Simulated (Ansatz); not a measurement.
Given:

Relaxed ZnS (wurtzite):

```yaml
crystal:
  lattice:
    - [3.78216, 0.00000, 0.00000]
    - [-1.89108, 3.27544, 0.00000]
    - [0.00000, 0.00000, 6.20766]
  atoms:
    - { symbol: Zn, position: [0.66667, 0.33333, 0.99968] }
    - { symbol: Zn, position: [0.33333, 0.66667, 0.49968] }
    - { symbol: S, position: [0.66667, 0.33333, 0.62552] }
    - { symbol: S, position: [0.33333, 0.66667, 0.12552] }
```

In this cell atom 4 (S, nearest neighbour Zn at 2.319 Å; its periodic images, 3.8 Å or more away, move with it) is moved by u·(1.000, 0.000, 0.000) + v·(0.000, 0.000, 1.000); the rest is frozen.

These are PBEsol (plane waves to 420 eV, PAW, scalar-relativistic; Ansatz, a program for electronic structure) values and carry that method's errors. k mesh 8×8×5 (Γ-centred), Fermi-Dirac smearing 0.05 eV. Energies are smeared free energies. ZnS was relaxed with its symmetry unable to fall. The zero of ΔE is the undisplaced structure. Axes are in Å.

The scan covers u from -0.350 to 0.350 Å in 7 points and v from -0.350 to 0.350 Å in 7 points.

Problem. In which direction of the plane is the atom held most weakly?

Solution. Along u.

Problem. What are the two principal curvatures of the energy at the centre?

Solution. 6.8 and 9.6 eV/Å².

(For displaced atoms, the force is minus the slope of the energy, and its curvature is a force constant, which sets phonon frequencies.)
